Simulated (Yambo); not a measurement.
# B2O3: lowest vertical excitons

```
CELL_PARAMETERS angstrom
      3.90865    -2.30923     0.00000
      3.90865     2.30923     0.00000
      0.00000     0.00000     4.13343
ATOMIC_POSITIONS crystal
  B  0.00556 0.32444 0.56779
  B  0.99444 0.67556 0.06779
  B  0.67556 0.99444 0.56779
  B  0.32444 0.00556 0.06779
  O  0.75488 0.24512 0.50019
  O  0.24512 0.75488 0.00019
  O  0.92112 0.66052 0.41841
  O  0.07888 0.33948 0.91841
  O  0.33948 0.07888 0.41841
  O  0.66052 0.92112 0.91841
```

The geometry is that of Materials Project entry mp-717, symmetrised and not relaxed again.

BSE in Yambo on PBEsol (Quantum ESPRESSO, PseudoDojo norm-conserving, 84 Ry, scalar-relativistic) bands: 6×6×6 mesh, 8 valence and 8 conduction bands, static screening with 51 bands and a 3 Ry block, scissor 2.58 eV, Tamm-Dancoff; field along x.

```json
[
 {"state": "1", "energy (eV)": "9.99", "states within 2 meV": "1", "relative strength": "< 0.01", "class": "dark", "main transitions": "several band pairs"},
 {"state": "2", "energy (eV)": "10.01", "states within 2 meV": "1", "relative strength": "< 0.01", "class": "weak", "main transitions": "several band pairs"},
 {"state": "3", "energy (eV)": "10.12", "states within 2 meV": "1", "relative strength": "< 0.01", "class": "dark", "main transitions": "several band pairs"},
 {"state": "4", "energy (eV)": "10.16", "states within 2 meV": "1", "relative strength": "1.00", "class": "strong", "main transitions": "several band pairs"},
 {"state": "5", "energy (eV)": "10.31", "states within 2 meV": "1", "relative strength": "< 0.01", "class": "dark", "main transitions": "several band pairs"},
 {"state": "6", "energy (eV)": "10.34", "states within 2 meV": "1", "relative strength": "< 0.01", "class": "dark", "main transitions": "several band pairs"},
 {"state": "7", "energy (eV)": "10.36", "states within 2 meV": "1", "relative strength": "< 0.01", "class": "dark", "main transitions": "several band pairs"},
 {"state": "8", "energy (eV)": "10.44", "states within 2 meV": "1", "relative strength": "0.08", "class": "strong", "main transitions": "several band pairs"},
 {"state": "9", "energy (eV)": "10.45", "states within 2 meV": "1", "relative strength": "< 0.01", "class": "dark", "main transitions": "several band pairs"},
 {"state": "10", "energy (eV)": "10.46", "states within 2 meV": "2", "relative strength": "< 0.01", "class": "dark", "main transitions": "several band pairs"}
]
```

These are vertical excitations (zero momentum); the indirect quasiparticle gap, about 11.09 eV, is smaller than the direct one (11.38 eV on the GW mesh). The direct quasiparticle gap on this mesh is 11.38 eV; counted from there, state 1 is bound by 1.39 eV. On a 4×4×4 mesh the same difference is 1.43 eV.

Spin singlets only. Strengths are relative to the strongest of the lowest states of this run; strong means a line over 3 % of the spectrum's maximum, dark under 0.03 %. Absolute energies carry the error of the G0W0 scissor, whose convergence isn't established; the long-wavelength screening was taken along (1,1,1) although the crystal is anisotropic.

The structure is a Materials Project entry; no match was found in the copy of COD used, and its stability was not checked.
